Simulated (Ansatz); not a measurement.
## What settings do to one calculation: wurtzite alloy of AlN and SiC (6 of 16 Al sites, 6 of 16 N sites exchanged), 32 atoms with displaced atoms

Ansatz (PAW, plane waves), atoms fixed. The base input:

```yaml
crystal:
  lattice:
    - [6.198905, 0.000000, 0.000000]
    - [0.000000, 5.368409, 0.000000]
    - [0.000000, 0.000000, 10.015729]
  atoms:
    - { symbol: Si, position: [0.281043, 0.162406, 0.258449] }
    - { symbol: Si, position: [0.513503, 0.677892, 0.736243] }
    - { symbol: Si, position: [0.013111, 0.319076, 0.488186] }
    - { symbol: Si, position: [0.003280, 0.325232, 0.984693] }
    - { symbol: Si, position: [0.499205, 0.358412, 0.469665] }
    - { symbol: Si, position: [0.230624, 0.818559, 0.494355] }
    - { symbol: Al, position: [0.242833, 0.170170, 0.740141] }
    - { symbol: Al, position: [0.010121, 0.675278, 0.251058] }
    - { symbol: Al, position: [0.007619, 0.658612, 0.745179] }
    - { symbol: Al, position: [0.764643, 0.176819, 0.249906] }
    - { symbol: Al, position: [0.757188, 0.191417, 0.725277] }
    - { symbol: Al, position: [0.481092, 0.671796, 0.261669] }
    - { symbol: Al, position: [0.494215, 0.326031, 0.004550] }
    - { symbol: Al, position: [0.237473, 0.808238, 0.983293] }
    - { symbol: Al, position: [0.758814, 0.841111, 0.496914] }
    - { symbol: Al, position: [0.767851, 0.840865, 0.997141] }
    - { symbol: N, position: [0.980474, 0.345298, 0.193247] }
    - { symbol: N, position: [0.481507, 0.325940, 0.190820] }
    - { symbol: N, position: [0.497438, 0.333844, 0.687686] }
    - { symbol: N, position: [0.271519, 0.862344, 0.674494] }
    - { symbol: N, position: [0.770422, 0.849380, 0.182493] }
    - { symbol: N, position: [0.230061, 0.198105, 0.450224] }
    - { symbol: N, position: [0.220764, 0.162255, 0.956512] }
    - { symbol: N, position: [0.971167, 0.689078, 0.949380] }
    - { symbol: N, position: [0.737681, 0.175181, 0.934581] }
    - { symbol: N, position: [0.502686, 0.679201, 0.935650] }
    - { symbol: C, position: [0.986943, 0.329528, 0.689889] }
    - { symbol: C, position: [0.249777, 0.863573, 0.191942] }
    - { symbol: C, position: [0.772775, 0.832494, 0.670804] }
    - { symbol: C, position: [0.992964, 0.658102, 0.432245] }
    - { symbol: C, position: [0.764510, 0.156879, 0.439072] }
    - { symbol: C, position: [0.513766, 0.664235, 0.430634] }
kpoints:
  mp_grid: { grid: [2, 2, 2], shift: [0.5, 0.5, 0.5] }
hamiltonian:
  xc: pbesol
scf:
  occupations: { method: fermi_dirac, width: 0.01 }
output:
  forces: true
  eigenvalues: true
  stress: true
  populations: true
```

Command:

```sh
ansatz run in.yaml --threads 8 --pin off --max-ram 13300MiB --runs-dir r --events-out ev --progress --plain
```

It converged in 8 iterations and 5.1 s of wall time on 8 threads of a Platinum 8259CL processor, on a host shared with other runs; peak host memory 0.94 GiB; largest force component 9.02 eV/Å, pressure 11.18 GPa. The cutoff was the default, 420 eV. The base isn't a converged reference: it has few k points, and its atoms are unrelaxed, some of them close together. Each run below changes the keys shown and caps the iterations.

```csv
run,changed,ending,iterations,free energy less the base (meV per atom),rms change of forces (eV/Å),change of pressure (GPa),"wall time (s, shared host)"
1,"xc_grid 3 (2 is the default), max_iter 60, k points the Γ point alone",converged,8,107.6,0.400,-0.94,2.4 CPU
2,"ecutwfc 240 eV, width 0.001 eV, max_iter 80",converged,8,593.6,0.310,3.26,3.5 CPU
3,"ecutrho_ratio 6, max_iter 50",converged,8,0.0,0.000,0.00,4.5 CPU
4,"width 0.5 eV, dispersion d3bjatm, max_iter 50",converged,7,other zero,0.233,-2.45,4.9 CPU
5,"initial_magnetization 8, max_iter 50",converged,17,0.0,0.000,0.00,18 CPU
6,max_iter 4,not converged,–,–,–,–,–
7,"width 0.5 eV, max_iter 60",converged,7,-12.7,0.233,0.60,4.3 CPU
8,"mixing algorithm anderson, mixing beta 0.6, max_iter 60",converged,8,0.0,0.000,0.00,4 CPU
```

«Other zero»: another functional, charge or dispersion term moves the zero of energy, so the difference says nothing of accuracy.

Problem. Which changes leave the result alone, and which of the same physical model moves the forces most?

Solution. The forces move by under 0.002 eV/Å in runs 3, 5, 8. Run 1 (xc_grid 3 (2 is the default), max_iter 60, k points the Γ point alone) moves them most among the runs with the same functional, charge and dispersion term, by 0.400 eV/Å.

Problem. Why did some runs give no result?

Solution. - run 6: did not converge after 4 iterations: dr2 = 4.44e-4 (threshold 1.00e-7), under the density mixer `msr1`, which `scf.mixing.algorithm: auto` chose by the deck's other keys (type `scf.mixing.algorithm: msr1` to keep it);
